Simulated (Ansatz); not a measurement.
# Density of states of NbP

```cif
data_structure
_symmetry_space_group_name_H-M 'P 1'
_symmetry_Int_Tables_number 1
_cell_length_a 6.2096
_cell_length_b 6.2096
_cell_length_c 6.2096
_cell_angle_alpha 148.704
_cell_angle_beta 148.704
_cell_angle_gamma 44.848
_cell_volume 64.41
loop_
_atom_site_label
_atom_site_type_symbol
_atom_site_fract_x
_atom_site_fract_y
_atom_site_fract_z
_atom_site_occupancy
Nb1 Nb 0.49988 0.49988 0.00000 1
Nb2 Nb 0.24988 0.74988 0.50000 1
P1 P 0.08275 0.08275 0.00000 1
P2 P 0.83275 0.33275 0.50000 1
```

The runs use the primitive cell with vectors (-1.675, 1.675, 5.740), (1.675, -1.675, 5.740), (1.675, 1.675, -5.740) Å, to which the k mesh refers.

Structure from Materials Project entry mp-9339 (possibly hypothetical), not relaxed further.

Theory: DFT, LDA, all-electron LAPW, scalar-relativistic in Ansatz 0.2.0.

The runs use a Γ-centred 14×14×14 k mesh, Fermi–Dirac smearing of 0.03 eV, basis error target 1 meV/atom, no spin polarisation.

States per eV and cell, averaged over 0.6 eV, from -12.4 to 3.6 eV, with energies (bin centres) from the Fermi level; empty bins are left out. The partial columns, the largest 5 alone, are projections on Löwdin-orthogonalised atomic shells (those that the program's projection atoms carry: the occupied ones and, for some elements, an empty d or f shell; other empty shells have no column), summed over atoms of an element. Weights on diffuse s and p shells depend on that basis and aren't pure angular character.

```csv
E (eV),total,Nb 4d,P 3p,P 3s,Nb 5s,Nb 4p
-12.2,0.33,0.01,0.01,0.15,0.15,0.00
-11.6,0.65,0.03,0.03,0.35,0.22,0.01
-11.0,1.20,0.13,0.06,0.75,0.24,0.02
-10.4,3.71,0.81,0.10,2.55,0.17,0.06
-9.8,0.76,0.21,0.01,0.52,0.01,0.01
-6.2,0.41,0.09,0.24,0.01,0.05,0.00
-5.6,2.04,0.65,1.14,0.04,0.14,0.02
-5.0,2.89,1.05,1.59,0.05,0.13,0.04
-4.4,1.66,0.57,0.95,0.05,0.05,0.03
-3.8,2.90,1.07,1.62,0.06,0.08,0.04
-3.2,3.05,1.32,1.58,0.04,0.06,0.03
-2.6,4.46,1.96,2.32,0.03,0.06,0.04
-2.0,2.45,1.36,1.01,0.01,0.03,0.01
-1.4,1.94,1.47,0.35,0.02,0.05,0.01
-0.8,3.76,3.02,0.43,0.03,0.13,0.02
-0.2,1.13,0.86,0.18,0.01,0.02,0.01
0.4,1.48,1.26,0.16,0.01,0.01,0.00
1.0,2.00,1.69,0.20,0.02,0.02,0.00
1.6,2.41,1.98,0.26,0.04,0.03,0.00
2.2,2.72,2.04,0.42,0.11,0.04,0.00
2.8,4.17,2.94,0.70,0.22,0.11,0.00
3.4,3.27,2.06,0.67,0.29,0.07,0.00
```

Task: Which of the resolved shells contributes most within 0.3 eV of the Fermi level?

Result: Nb 4d, with 82 % of all states there; P 3p follows with 13 %.

Task: Where is the centre of the filled Nb 4d states between -14 eV and the top of the filled states?

Result: -3.08 eV from the Fermi level.
